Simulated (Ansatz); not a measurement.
Relaxed-ion elastic tensor of AlAs (rock salt, space group No. 225) in GPa (Voigt order), DFT-LDA in the program Ansatz with PAW potentials; density 4.78 g/cm³, 17.68 Å³ per atom.

```
 178  48.9  48.9   0.0   0.0   0.0
48.9   178  48.9   0.0   0.0   0.0
48.9  48.9   178   0.0   0.0   0.0
 0.0   0.0   0.0  28.9   0.0   0.0
 0.0   0.0   0.0   0.0  28.9   0.0
 0.0   0.0   0.0   0.0   0.0  28.9
```

Problem. Is the crystal mechanically stable?

Solution. Yes: the smallest eigenvalue of C is 28.9 GPa.

Problem. Work out the Voigt, Reuss and Hill averages.

Solution. K_V = 91.9, K_R = 91.9, K_H = 91.9; G_V = 43.1, G_R = 37.1, G_H = 40.1 GPa.

Problem. Give Young's modulus, Poisson's ratio, Pugh's ratio and the universal anisotropy index.

Solution. E = 9KG/(3K + G) = 105 GPa; ν = 0.31; K/G = 2.29 (ductile by the Pugh limit of 1.75); A_U = 5G_V/G_R + K_V/K_R − 6 = 0.82.

Problem. Estimate the sound speeds and the Debye temperature.

Solution. v_l = √((K + 4G/3)/ρ) = 5510 m/s, v_t = √(G/ρ) = 2890 m/s, mean 3240 m/s; Θ = (h/k)(3n/4πV)^(1/3) v_m = 370 K.

Problem. Give the Zener ratio and Young's modulus along [100], [110] and [111].

Solution. A = 2C44/(C11 − C12) = 0.45; 1/E = S11 − 2(S11 − S12 − S44/2)Γ with Γ = 0, 1/4, 1/3 gives 157, 89.6, 78.4 GPa.

Problem. Solve the Christoffel equation for the three sound speeds along [100], [110], [111].

Solution. Eigenvalues of C_ijkl n_j n_l equal ρv². In km/s, slowest first: [100] 2.46, 2.46, 6.10; [110] 2.46, 3.67, 5.45; [111] 3.32, 3.32, 5.22.

Space group Fm-3m (rock salt). The first step of the workflow began from a Materials Project structure, measured or hypothetical; the Crystallography Open Database copy checked does not list it. It is not the phase usual at ambient conditions (space group No. 216). The LDA relaxation kept the symmetry of its start; its stability against distortions is not shown here. As this level gives no gap, shear constants depend on the k-mesh and smearing (Fermi–Dirac, 0.1 eV here).

Potentials: the later of the program's two PAW sets.
